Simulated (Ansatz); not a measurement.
## Property card for Rb₃NaW₂O₈

Rb₃NaW₂O₈:
```xyz
14
Lattice="6.1483 0.0000 0.0000 -3.0741 5.3246 0.0000 0.0000 0.0000 7.9022" Properties=species:S:1:pos:R:3 pbc="T T T"
Rb     0.0000     0.0000     3.9511
Rb     3.0741     1.7749     1.2479
Rb     0.0000     3.5497     6.6543
Na     0.0000     0.0000     0.0000
W      3.0741     1.7749     5.7059
W      0.0000     3.5497     2.1963
O      3.0741     3.4386     6.3534
O      0.0000     1.8860     1.5488
O      1.6333     0.9430     6.3534
O      1.4408     4.3816     1.5488
O      4.5150     0.9430     6.3534
O     -1.4408     4.3816     1.5488
O      3.0741     1.7749     3.9361
O      0.0000     3.5497     3.9661
```

Space group P-3m1 (No. 164); conventional cell a = 6.1483 Å, b = 6.1483 Å, c = 7.9022 Å, α = 90.00°, β = 90.00°, γ = 120.00°.

Method: the program Ansatz at the r²SCAN level (PAW). Geometry: relaxed at this level of theory. Other levels are named where they apply.

### Cell and energy

```
Property                                                              Value
-----------------------------------------------------  --------------------
Volume per atom                                                    18.48 Å³
Density                                                          4.98 g/cm³
Formation energy from the elements (no fitted shifts)  -225 kJ/mol of atoms
```

### Electronic structure

```
Item                                                                               Value
------------------------------------------------  --------------------------------------
Band gap                                                              5.58 eV (indirect)
Valence-band maximum                                                                at M
Conduction-band minimum                                                             at Γ
Smallest direct gap on the standard path                                         5.62 eV
Electron effective mass                           0.51, 0.51, 0.66 mₑ (principal values)
Electron effective mass with spin–orbit coupling  0.52, 0.52, 0.69 mₑ (principal values)
Hole effective mass                                   2.5, 4.8, 30 mₑ (principal values)
HSE06 gap on the r²SCAN cell                                                     6.49 eV
Gap with spin–orbit coupling                                                     5.58 eV
```

### Mechanics

```
Item                                   Value
----------------------------------  --------
Bulk modulus (Birch–Murnaghan fit)  28.8 GPa
Pressure derivative B′                   5.3
```

### Charges

```
Quantity                                                          Value
-------------  --------------------------------------------------------
Bader charges  Rb +0.87 to +0.90, Na +0.90, W +2.87, O -1.17 to -1.14 e
```

The first step of the workflow began from a Materials Project structure, measured or hypothetical; the Crystallography Open Database copy checked does not list it. Its standing as an ambient phase is unchecked. The r²SCAN relaxation kept the symmetry of its start; whether a distortion lowers the energy is not shown. No spin polarisation was allowed. No Hubbard U is applied. The references are the lowest solids computed at this level, not always the standard phases (solids in place of the gases). Spin–orbit coupling is left out wherever it is not named.

Potentials: the later of the program's two PAW sets.
